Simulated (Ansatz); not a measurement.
SrN₂:
```yaml
crystal:
  lattice:
    - [-1.88438, 1.88438, 3.10754]
    - [1.88438, -1.88438, 3.10754]
    - [1.88438, 1.88438, -3.10754]
  atoms:
    - { symbol: Sr, position: [0.00000, 0.00000, 0.00000] }
    - { symbol: N, position: [0.60012, 0.60012, 0.00000] }
    - { symbol: N, position: [0.39988, 0.39988, 0.00000] }
```

Relaxed with PBEsol. Special points in fractions of this cell's reciprocal vectors: Γ (0.000, 0.000, 0.000); X (0.000, 0.000, 0.500); P (0.250, 0.250, 0.250); N (0.000, 0.500, 0.000); M (0.500, 0.500, -0.500); S (0.342, 0.658, -0.342); S0 (-0.342, 0.342, 0.342); R (-0.184, 0.184, 0.500); G (0.500, 0.500, -0.184).

Q: List the band energies nearest the Fermi level at these points for the program Ansatz at the PBEsol level (PAW).

A: In eV from the Fermi level; about four levels below and three above (degenerate sets whole), none deeper than 8.9 eV; points with the same levels are listed once.

| k | below | above |
|---|---|---|
| Γ | -6.23 -6.23 -1.07 -1.07 | 2.08 2.45 4.85 |
| X | -6.71 -6.58 -6.27 -2.79 | 1.03 5.19 6.69 |
| P | -6.58 -6.58 -5.72 -1.03 -1.03 | 5.36 6.24 6.24 |
| N | -7.51 -7.06 -5.76 -0.09 | 0.58 3.57 4.80 |
| M | -6.45 -6.45 -5.97 | 0.45 1.32 1.32 |
| S | -7.27 -6.88 -6.19 | 0.36 0.94 2.42 |
| R | -7.06 -6.69 -6.28 -1.52 | 1.13 4.07 5.76 |

Space group I4/mmm (MoSi2 or CaC2 type). The workflow started from a Materials Project entry (that database holds measured and hypothetical structures alike); the Crystallography Open Database copy checked does not list it. Its standing as an ambient phase is unchecked. Symmetry was held in the PBEsol relaxation; its stability against distortions is not shown here. Spin–orbit coupling is left out wherever it is not named.

Potentials: the later of the program's two PAW sets.
